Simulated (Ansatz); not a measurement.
An Ansatz (a first-principles code) run. Input:

Ansatz 0.2 input:
```yaml
crystal:
  lattice:
    - [2.8706748866, 0.0, 0.0]
    - [-1.4353374433, 2.4860773778, 0.0]
    - [0.0, 0.0, 4.6295459007]
  atoms:
    - { symbol: Ti, position: [0.0, 0.0, 0.0] }
    - { symbol: Al, position: [0.3333333333, 0.6666666667, 0.5] }
kpoints:
  mp_grid: { grid: [16, 16, 9] }
hamiltonian:
  xc: r2scan
  pseudopotentials: { kind: paw }
scf:
  occupations: { method: gaussian, width: 0.1 }
checkpoint: { read: metal.run }
output: { write_density: true, elf: true, volumetric_format: npy }
basis: { fft_grid_basis: typed }
```

Output (shortened):

```
Pseudopotential: Ti, paw, valence charge 12
Pseudopotential: Al, paw, valence charge 3
Functional definition: r2SCAN
Crystal: 2 atoms, lattice volume = 33.040 Å³
Basis set: ecut = 500 eV, 833 PW (Γ), exchange–correlation on 96×96×144 points (64 copies of the dense FFT grid, shifted against one another)
Bands: 16, of which v1, the nominal top of the filled ones, is band 8 counted from 1 (7 counted from 0)
Symmetry: 12 space group operations
Space group: P-6m2 (ITA 187), of the structure as read, at distance tolerance 3.2e-5 Å
k-points: 150 of 2304 (time reversal used)
Stability of the state it starts from, as read at its close in the unpolarized treatment …
iter 1 solved again at ethr=6.54e-9 eV; its pass at ethr=3.10e-3 eV (dr2=9.81e-7 eV) is discarded
SCF iter   1: F=—  HF=-3045.332187 eV  |F-HF|=—  |Δ(HF+E_count)|=         —  Δρ=4.65e-7  dr2=4.86e-11  dr2_τ=2.81e-12  ethr=6.54e-9  ⟨swp⟩=2.9  Hψ=16932  notcnv=0
preconditioner: auto → none
SCF iter   2: F=-3045.332187 eV  HF=-3045.332187 eV  |F-HF|=2.73e-12  |Δ(HF+E_count)|=  7.68e-10  Δρ=2.21e-7  dr2=1.08e-11  dr2_τ=4.18e-13  ethr=1.00e-12  ⟨swp⟩=4.1  Hψ=7219  notcnv=0
SCF 1 converged in 2 iterations: F = -3045.332187 eV  dr2 = 1.08e-11
SCF converged after 2 iterations
Free energy (F): -3045.332187 eV
Harris-Foulkes:  -3045.332187 eV  (|F-HF|=2.73e-12)
Internal energy: -3045.319626 eV  (E = F + TS)
E sigma→0 (E₀):  -3045.325907 eV
Entropy (-TS):   -0.012561 eV (-6.281 meV/atom)
Fermi energy:    10.506641 eV
--- Per-component energies (eV) ---
  E_band       = -182.598463
  E_kinetic    = 295.889191
  E_local      = -1142.945073  (includes V_loc(G=0)·N_el)
  E_nonlocal   = 17.112751
  E_hartree    = 492.422505
  E_xc         = -129.894105
  E_vxc        = -164.248621  (∫ρ·V_xc dr)
  E_paw        = -1529.962630  (= ΣΔE_a)
  E_vpaw       = -183.574645  (= ΣTr[D̂ρ^β])
  E_aug_tail   = 0.000088  (compensation charges beyond the density's cutoff)
  E_vtau       = 10.322752  (kinetic-family band-sum trace: ∫τ·v_τ [+ j·A + Jᵃ·Aᵃ] dr)
  E_ewald      = -1047.628789
  E_core_change = -0.313565  (= ΣΔE_core)
  E_smearing   = -0.012561  (= −TS)
  E_closure    =  0.000000  (closes the sum)
  Σ components = -3045.332187   (vs F -3045.332187, Δ=0.00e0)
  [band-id]    e_kinetic+e_local+e_nonlocal+2·e_hartree+e_vxc+e_vpaw+e_augmentation_tail+e_vtau = -182.598546   (vs E_band -182.598463, Δ=-8.38e-5)
--- Band table (eV; the first three rows and the last of 150) ---
  k-point 0: bands = ["-48.3598", "-23.6229", "-23.1969", "-23.1969", "1.0422", "8.1208", "8.5232", "11.9405", "11.9405", "13.5579", "13.5579", "14.9113", "24.1128", "24.1128", "25.0854", "25.0854"]
  k-point 1: bands = ["-48.3598", "-23.6236", "-23.1970", "-23.1970", "1.1259", "7.3540", "9.1264", "11.9422", "11.9422", "13.5476", "13.5476", "15.1763", "24.2126", "24.2126", "25.0190", "25.0190"]
  k-point 2: bands = ["-48.3598", "-23.6252", "-23.1969", "-23.1969", "1.3628", "6.3834", "9.6608", "11.9464", "11.9464", "13.5218", "13.5218", "15.9036", "24.4752", "24.4752", "24.6767", "24.8731"]
  k-point 149: bands = ["-48.2496", "-23.6453", "-23.5711", "-23.5160", "7.9167", "8.9240", "9.7267", "9.8063", "10.4565", "12.0117", "14.0986", "15.4337", "16.2392", "17.2439", "17.8622", "24.8679"]
```

Cost: around 11 core-seconds (rough) on shared cores.

The workflow started from a Materials Project entry (that database holds measured and hypothetical structures alike); the Crystallography Open Database copy checked does not list it. With Ti and Al taken as one species the cell has the higher symmetry P6_3/mmc, so it may be an ordered model of a mixed-site phase. It is not the phase usual at ambient conditions (space group No. 123). The r²SCAN relaxation kept the symmetry of its start; of distortions, only those at the zone centre were tested. The run is not spin-polarised.

Potentials: the later of the program's two PAW sets.

Ansatz is a plane-wave DFT program.
